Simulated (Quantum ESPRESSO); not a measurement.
# Au2AlReHf2Ta2: input and log of a self-consistent run

Simulated, not a measurement. The program is pw.x of Quantum ESPRESSO 7.5 (plane-wave density functional theory). The cell is made up: eight metal atoms on a face-centred cubic lattice, with elements, volume, strain and displacements drawn at random and not relaxed, so it may be unstable or far from any real phase. PseudoDojo standard norm-conserving files set the functional (PBE unless stated); there is no spin polarisation or spin-orbit coupling, the Fermi-Dirac width of 0.25 eV means electrons at about 2900 K, and the masses in the input are unused placeholders. Heavy elements are run without spin-orbit coupling, which real alloys of them have. A spin test at this wide smearing found no moment, but such smearing suppresses magnetism that the real alloy may have.

Input:

```
&control calculation='scf', pseudo_dir='./dojo.nc.sr.pbe.v0_5.standard.upf', outdir='./o', disk_io='minimal', tprnfor=.true., tstress=.true. /
&system ibrav=0, nat=8, ntyp=5, nbnd=67, ecutwfc=75.99759826, nosym=.true., tot_charge=0,
 occupations='smearing', smearing='fd', degauss=0.0183746611
/
&electrons conv_thr=1.470e-08, electron_maxstep=70, mixing_beta=0.5 /
ATOMIC_SPECIES
Al 1.0 Al.upf
Au 1.0 Au.upf
Hf 1.0 Hf.upf
Re 1.0 Re.upf
Ta 1.0 Ta.upf
CELL_PARAMETERS angstrom
-2.0426 -4.0851 -2.0426
-4.0851 2.0426 2.0426
0.0 4.0851 -4.0851
ATOMIC_POSITIONS angstrom
Au -0.0367 -0.0134 -0.039
Al -0.0374 2.0991 -2.015
Re -2.0428 1.9874 0.0203
Hf -2.101 4.064 -2.0062
Au -2.0908 0.028 -2.0846
Ta -2.0564 2.0724 -4.0993
Hf -4.0086 -0.011 -0.0105
Ta -4.066 2.0342 -2.0474
K_POINTS automatic
5 5 4 1 1 1
```

The log is shortened where brackets say so; the opening notice, blank lines, dates and the lines on written files are dropped, and the path of the files is cut. It prints rydbergs, bohrs and kilobars, and counts compression as positive stress. Its total energy is the free energy E - TS of the whole cell.

```
     Program PWSCF v.7.5
     Parallel version (MPI & OpenMP), running on       4 processor cores
     Number of MPI processes:                 4
     Threads/MPI process:                     1
     [start-up lines left out]
     bravais-lattice index     =            0
     lattice parameter (alat)  =       9.4548  a.u.
     unit-cell volume          =     920.1161 (a.u.)^3
     number of atoms/cell      =            8
     number of atomic types    =            5
     number of electrons       =       106.00
     number of Kohn-Sham states=           67
     kinetic-energy cutoff     =      75.9976  Ry
     charge density cutoff     =     303.9904  Ry
     scf convergence threshold =      1.5E-08
     mixing beta               =       0.5000
     number of iterations used =            8  plain     mixing
     Exchange-correlation= PBE
                           (   1   4   3   4   0   0   0)
     [axes and pseudopotential details left out]
   Cartesian axes
     site n.     atom                  positions (alat units)
         1        Au     tau(   1) = (  -0.0073352  -0.0026783  -0.0077949  )
         2        Al     tau(   2) = (  -0.0074751   0.4195476  -0.4027385  )
         3        Re     tau(   3) = (  -0.4082949   0.3972221   0.0040574  )
         4        Hf     tau(   4) = (  -0.4199274   0.8122727  -0.4009797  )
         5        Au     tau(   5) = (  -0.4178887   0.0055964  -0.4166495  )
         6        Ta     tau(   6) = (  -0.4110132   0.4142111  -0.8193281  )
         7        Hf     tau(   7) = (  -0.8011998  -0.0021986  -0.0020986  )
         8        Ta     tau(   8) = (  -0.8126724   0.4065760  -0.4092143  )
     number of k points=    50  Fermi-Dirac smearing, width (Ry)=  0.0184
                       cart. coord. in units 2pi/alat
        k(    1) = (  -0.1722302   0.0267936  -0.1263007), wk =   0.0400000
        k(    2) = (  -0.2105031   0.1416161  -0.3176670), wk =   0.0400000
     [further k points left out]
     Dense  grid:    82279 G-vectors     FFT dimensions: (  54,  54,  64)
     Estimated max dynamical RAM per process >     300.16 MB
     Estimated total dynamical RAM >       1.11 GB
     Initial potential from superposition of free atoms
     starting charge     105.9915, renormalised to     106.0000
     Starting wfcs are   74 randomized atomic wfcs
     total cpu time spent up to now is        5.0 secs
     per-process dynamical memory:   228.8 Mb
     Self-consistent Calculation
     iteration #  1     ecut=    76.00 Ry     beta= 0.50
     Davidson diagonalization with overlap
     ethr =  1.00E-02,  avg # of iterations =  2.6
     total cpu time spent up to now is       15.8 secs
     total energy              =   -1255.38954455 Ry
     estimated scf accuracy    <       3.14117451 Ry
     iteration #  2     ecut=    76.00 Ry     beta= 0.50
     Davidson diagonalization with overlap
     ethr =  2.96E-03,  avg # of iterations =  2.9
     total cpu time spent up to now is       27.1 secs
     total energy              =   -1256.55138376 Ry
     estimated scf accuracy    <       5.27348633 Ry
     iteration #  3     ecut=    76.00 Ry     beta= 0.50
     Davidson diagonalization with overlap
     ethr =  2.96E-03,  avg # of iterations =  2.0
     total cpu time spent up to now is       37.2 secs
     total energy              =   -1257.08389650 Ry
     estimated scf accuracy    <       0.40535128 Ry
     iteration #  4     ecut=    76.00 Ry     beta= 0.50
     Davidson diagonalization with overlap
     ethr =  3.82E-04,  avg # of iterations =  2.0
     total cpu time spent up to now is       46.8 secs
     total energy              =   -1257.09786117 Ry
     estimated scf accuracy    <       0.15763697 Ry
     iteration #  5     ecut=    76.00 Ry     beta= 0.50
     Davidson diagonalization with overlap
     ethr =  1.49E-04,  avg # of iterations =  2.8
     total cpu time spent up to now is       56.9 secs
     total energy              =   -1257.10701743 Ry
     estimated scf accuracy    <       0.06046240 Ry
     [iterations 6 to 11 left out]
     iteration # 12     ecut=    76.00 Ry     beta= 0.50
     Davidson diagonalization with overlap
     ethr =  3.42E-09,  avg # of iterations =  4.3
     total cpu time spent up to now is      130.9 secs
     total energy              =   -1257.11970091 Ry
     estimated scf accuracy    <       0.00000023 Ry
     iteration # 13     ecut=    76.00 Ry     beta= 0.50
     Davidson diagonalization with overlap
     ethr =  2.18E-10,  avg # of iterations =  4.2
     total cpu time spent up to now is      142.6 secs
     total energy              =   -1257.11970096 Ry
     estimated scf accuracy    <       0.00000014 Ry
     iteration # 14     ecut=    76.00 Ry     beta= 0.50
     Davidson diagonalization with overlap
     ethr =  1.28E-10,  avg # of iterations =  2.1
     total cpu time spent up to now is      152.3 secs
     total energy              =   -1257.11970098 Ry
     estimated scf accuracy    <       0.00000004 Ry
     iteration # 15     ecut=    76.00 Ry     beta= 0.50
     Davidson diagonalization with overlap
     ethr =  3.33E-11,  avg # of iterations =  2.0
     total cpu time spent up to now is      162.0 secs
     total energy              =   -1257.11970098 Ry
     estimated scf accuracy    <       0.00000004 Ry
     iteration # 16     ecut=    76.00 Ry     beta= 0.50
     Davidson diagonalization with overlap
     ethr =  3.33E-11,  avg # of iterations =  1.3
     total cpu time spent up to now is      170.8 secs
     End of self-consistent calculation
     [lines on levels left out]
!    total energy              =   -1257.11970098 Ry
     estimated scf accuracy    <          5.2E-09 Ry
     smearing contrib. (-TS)   =      -0.09588079 Ry
     internal energy E=F+TS    =   -1257.02382019 Ry
     The total energy is F=E-TS. E is the sum of the following terms:
     one-electron contribution =    -343.76484844 Ry
     hartree contribution      =     224.45569757 Ry
     xc contribution           =    -257.67772774 Ry
     ewald contribution        =    -880.03694158 Ry
     convergence has been achieved in  16 iterations
     Forces acting on atoms (cartesian axes, Ry/au):
     atom    1 type  2   force =     0.00517721    0.02239009    0.01157637
     atom    2 type  1   force =    -0.00369485   -0.04218750    0.01073295
     atom    3 type  4   force =     0.00877966    0.02155671   -0.01586616
     atom    4 type  3   force =     0.01926934    0.02095591    0.03736607
     atom    5 type  2   force =     0.03009379   -0.02173163   -0.01111034
     atom    6 type  5   force =     0.02397013   -0.01906120   -0.00619791
     atom    7 type  3   force =    -0.06742577    0.00793318   -0.05115950
     atom    8 type  5   force =    -0.01616951    0.01014444    0.02465853
     Total force =     0.127466     Total SCF correction =     0.000324
     Computing stress (Cartesian axis) and pressure
          total   stress  (Ry/bohr**3)                   (kbar)     P=      121.03
   0.00083044   0.00002946  -0.00005325          122.16        4.33       -7.83
   0.00002946   0.00093369   0.00004730            4.33      137.35        6.96
  -0.00005325   0.00004730   0.00070411           -7.83        6.96      103.58
     init_run     :      4.55s CPU      4.76s WALL (       1 calls)
     electrons    :    164.94s CPU    165.88s WALL (       1 calls)
     forces       :      2.09s CPU      2.12s WALL (       1 calls)
     stress       :      6.77s CPU      6.94s WALL (       1 calls)
     [timing details left out]
     PWSCF        :   2m58.60s CPU   2m59.96s WALL
     JOB DONE.
```

In other units: free energy -17103.985 eV for the cell, pressure 12.10 GPa, largest force component 1.734 eV/Å in size. The run took 182 s of wall time with four MPI processes on a shared machine (Intel Xeon, 2023 or later, virtual cores), so the time is rough. A rerun of this cell at a higher cutoff and on a denser mesh moved values by no more than 0.003 eV in energy, 0.04 GPa in stress and 0.007 eV/Å in force, and a second program with other atomic files agreed on that cell to 2 % rms in force and 0.5 GPa in pressure.